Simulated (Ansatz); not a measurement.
# Pt (omega (AlB2-type)): energy against volume

Method: DFT, BLYP, plane waves (420 eV) with PAW, scalar-relativistic in Ansatz 0.2.0. The PAW files were generated under PBE, with cores re-solved for the functional.

The cell is scaled uniformly from the relaxed one, with fractional coordinates and shape fixed. Energies are extrapolated to zero smearing, pressures are those at the given smearing. Magnetic state: spin not included.

A Birch-Murnaghan fit gives V₀ = 17.04 Å³/atom, B₀ = 187 GPa, B₀′ = 5.6.

**Question.** What are the energy above the minimum and the pressure at 15.007 Å³/atom?

**Answer.** 186.6 meV/atom and 34.13 GPa as computed.

**Question.** What are the energy above the minimum and the pressure at 16.372 Å³/atom?

**Answer.** 16.5 meV/atom and 8.66 GPa as computed.

**Question.** What are the energy above the minimum and the pressure at 17.736 Å³/atom?

**Answer.** 15.4 meV/atom and -6.45 GPa as computed.
